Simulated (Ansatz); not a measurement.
LiVO$_{2}$F$_{2}$:
```cif
data_F4Li2O4V2
_chemical_formula_sum 'Li2 V2 O4 F4'
_space_group_name_H-M_alt 'P21/m'
_space_group_IT_number 11
_space_group_name_Hall '-P 2yb'
_cell_length_a 6.15180
_cell_length_b 3.46084
_cell_length_c 6.60346
_cell_angle_alpha 90.000
_cell_angle_beta 111.275
_cell_angle_gamma 90.000
loop_
_space_group_symop_operation_xyz
  'x, y, z'
  '-x, -y, -z'
  '-x, y+1/2, -z'
  'x, -y+1/2, z'
loop_
_atom_site_label
_atom_site_type_symbol
_atom_site_symmetry_multiplicity
_atom_site_Wyckoff_symbol
_atom_site_fract_x
_atom_site_fract_y
_atom_site_fract_z
_atom_site_occupancy
Li1 Li 2 e 0.66364 0.25000 0.19824 1
V1 V 2 e 0.15269 0.75000 0.23514 1
O1 O 2 e 0.09971 0.25000 0.15251 1
O2 O 2 e 0.69379 0.25000 0.51434 1
F1 F 2 e 0.14407 0.25000 0.74563 1
F2 F 2 e 0.39226 0.75000 0.11607 1
```

Relaxed with r²SCAN. r²SCAN in the plane-wave PAW code Ansatz gives a gap of 2.30 eV.

### Question
What gap does HSE06 give on the same cell (Ansatz, PAW)?

### Answer
3.53 eV, 1.23 eV more. The hybrid was solved on a coarser mesh and at special points; the gap given is the minimum over both.

Cost on shared cores: the r²SCAN run (SCF on a 5×8×5 mesh, then bands and DOS) around 7 core-minutes (rough), the HSE06 run (SCF on 3×5×3, then a few points) about 4 core-minutes (a rough figure); the tasks are unlike.

Space group P2_1/m. The first step of the workflow began from a Materials Project structure, measured or hypothetical; the Crystallography Open Database copy checked does not list it. Whether it is the stable phase at ambient conditions was not checked. The r²SCAN relaxation kept the symmetry of its start; whether a distortion lowers the energy is not shown. The run is not spin-polarised. No Hubbard U is applied.

Potentials: the later of the program's two PAW sets.
